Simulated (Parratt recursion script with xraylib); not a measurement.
## Surface roughness and fringe height: Mo on Si

```
layer, from the top  thickness (Å)  density (g/cm³)  rms roughness of its top face (Å)  δ (10⁻⁶)  β (10⁻⁶)
-------------------  -------------  ---------------  ---------------------------------  --------  --------
Mo                              75            9.023                             varied     25.29     1.704
Si (substrate)                   –            2.313                                2.8     7.525    0.1803
```

The refractive index is n = 1 − δ + iβ. Vacuum lies above.

Densities are inputs, not measurements. They were set from computed cells of the Materials Project: Mo from entry mp-129 (Im-3m, 10.026 g/cm³, taken at 90 %); Si from entry mp-149 (Fd-3m, 2.313 g/cm³). A layer's crystal structure does not enter its constants, only its composition and density.

Simulated, not measured: specular X-ray reflectivity, Parratt recursion, Névot-Croce roughness, xraylib tables (Parratt recursion script with xraylib 4.3.0).

Photon energy 8.048 keV (λ = 1.5406 Å), s polarisation. The grazing angle θ is scanned from 0.05° to 4° in 900 evenly spaced points, and the curve is smoothed with a Gaussian of 0.004° full width. A maximum is a scan point above both neighbours; its place and height come from a parabola through R at the three points.

The table follows two fringe maxima, those next to orders 3.5 and 6.5 of m = (2d/λ)(sin²θ − 2δ)^½, through runs that differ in the roughness σ₁ of the film surface alone.

```
σ₁ (Å)  θ of the first (°)      R there  θ of the second (°)      R there
------  ------------------  -----------  -------------------  -----------
0                    2.061            ?                3.814            ?
2.7                  2.057  1.44 × 10⁻⁴                3.811  2.55 × 10⁻⁶
4                    2.053  9.60 × 10⁻⁵                3.798  8.10 × 10⁻⁷
```

Task: Estimate the two heights for σ₁ = 0 Å.

Result: At a maximum the amplitudes from the film's two faces add: R ≈ (|r₁|g₁ + |r₂|g₂A)². Here q₀ = 4π sin θ/λ, qⱼ = (q₀² − 32π²δⱼ/λ²)^½ (1 film, 2 substrate), |r₁| = |q₀² − q₁²|/(q₀ + q₁)², |r₂| = |q₁² − q₂²|/(q₁ + q₂)² with the numerators taken from the constants, g₁ = exp(−q₀q₁σ₁²/2), g₂ = exp(−q₁q₂σ₂²/2), and A = exp(−16π²β₁d/(λ²q₁)) for absorption in the film.

Check on a shown row, σ₁ = 4 Å, second maximum: q₀ = 0.5403, q₁ = 0.5372, q₂ = 0.5394 Å⁻¹; |r₁| = 0.00290, |r₂| = 0.00204; g₁ = 0.0981, g₂ = 0.321, A = 0.984; R ≈ 8.63 × 10⁻⁷ against 8.10 × 10⁻⁷ in the table.

- σ₁ = 0 Å, first maximum: q₀ = 0.2933, q₁ = 0.2875, q₂ = 0.2916 Å⁻¹; |r₁| = 0.00998, |r₂| = 0.00705; g₁ = 1.00, g₂ = 0.720, A = 0.971; R ≈ 2.22 × 10⁻⁴.
- σ₁ = 0 Å, second maximum: q₀ = 0.5426, q₁ = 0.5395, q₂ = 0.5417 Å⁻¹; |r₁| = 0.00287, |r₂| = 0.00202; g₁ = 1.00, g₂ = 0.318, A = 0.984; R ≈ 1.23 × 10⁻⁵.

The run gave 2.14 × 10⁻⁴ and 1.21 × 10⁻⁵; the estimates are 1.04 and 1.02 times these.
